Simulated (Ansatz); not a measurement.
Geometry optimisation in Ansatz: input, command and trajectory.

```yaml
crystal:
  lattice:
    - [5.0438400211, 0.0, 0.0]
    - [-2.5219200105, 4.3680935909, 0.0]
    - [0.0, 0.0, 4.0783035167]
  atoms:
    - { symbol: "Y", position: [0.0, 0.0, 0.0] }
    - { symbol: Cu, position: [0.5, 0.0, 0.5] }
    - { symbol: Cu, position: [0.5, 0.5, 0.5] }
    - { symbol: Cu, position: [0.0, 0.5, 0.5] }
    - { symbol: Cu, position: [0.3333333333, 0.6666666667, 0.0] }
    - { symbol: Cu, position: [0.6666666667, 0.3333333333, 0.0] }
basis:
  ecutwfc: 500
kpoints:
  mp_grid: { grid: [12, 12, 10] }
hamiltonian:
  xc: r2scan
scf:
  occupations: { method: gaussian, width: 0.1 }
output:
  forces: true
  stress: true
  eigenvalues: true
  write_density: true
  write_potential: true
  elf: true
  volumetric_format: npy
relax:
  adjacent_minimum: "off"
  f_tol: 0.01
  max_steps: 30
  cell: { stress_tol: 0.1, fix: [volume] }
```

```bash
ansatz run input.yaml --threads 1 --pin off --max-ram 2560MiB --backend cpu --events-out ev --progress --plain --runs-dir out
```

Method: Ansatz, DFT r2SCAN, scalar-relativistic, plane waves, PAW.

The volume is held at 1.03 times that of the relaxed cell.

Of 4 frames 3 are shown, positions in Å and forces in eV/Å; the SCF threshold varies from step to step. Steps run on the plane waves of an earlier cell, with a Pulay correction in the pressure. The basis is chosen afresh for the last frame, the zero of the energies, and at times for earlier ones too; energy and pressure step there, also at an unchanged geometry.

```xyz
6
Lattice="5.0438 0.0000 0.0000 -2.5219 4.3681 0.0000 0.0000 0.0000 4.0783" Properties=species:S:1:pos:R:3:forces:R:3 pbc="T T T" step=1 free_energy_over_end_meV_per_atom=0.02 pressure_GPa=-3.42
Y     0.0000    0.0000    0.0000    0.0000    0.0000    0.0000
Cu    2.5219    0.0000    2.0392    0.0000    0.0000    0.0000
Cu    1.2610    2.1840    2.0392    0.0000    0.0000    0.0000
Cu   -1.2610    2.1840    2.0392    0.0000    0.0000    0.0000
Cu    0.0000    2.9121    0.0000    0.0000    0.0000    0.0000
Cu    2.5219    1.4560    0.0000    0.0000    0.0000    0.0000
6
Lattice="5.0456 0.0000 0.0000 -2.5228 4.3696 0.0000 0.0000 0.0000 4.0755" Properties=species:S:1:pos:R:3:forces:R:3 pbc="T T T" step=2 free_energy_over_end_meV_per_atom=0.01 pressure_GPa=-3.41
Y     0.0000    0.0000    0.0000    0.0000    0.0000    0.0000
Cu    2.5228    0.0000    2.0377    0.0000    0.0000    0.0000
Cu    1.2614    2.1848    2.0377    0.0000    0.0000    0.0000
Cu   -1.2614    2.1848    2.0377    0.0000    0.0000    0.0000
Cu    0.0000    2.9131    0.0000    0.0000    0.0000    0.0000
Cu    2.5228    1.4565    0.0000    0.0000    0.0000    0.0000
6
Lattice="5.0481 0.0000 0.0000 -2.5240 4.3718 0.0000 0.0000 0.0000 4.0714" Properties=species:S:1:pos:R:3:forces:R:3 pbc="T T T" step=4 free_energy_over_end_meV_per_atom=0.00 pressure_GPa=-3.40
Y     0.0000    0.0000    0.0000    0.0000    0.0000    0.0000
Cu    2.5240    0.0000    2.0357    0.0000    0.0000    0.0000
Cu    1.2620    2.1859    2.0357    0.0000    0.0000    0.0000
Cu   -1.2620    2.1859    2.0357    0.0000    0.0000    0.0000
Cu    0.0000    2.9145    0.0000    0.0000    0.0000    0.0000
Cu    2.5240    1.4573    0.0000    0.0000    0.0000    0.0000
```

The run took 6.2 min on 1 thread of Arm Neoverse V1, with other jobs on the host, peak memory 0.95 GiB.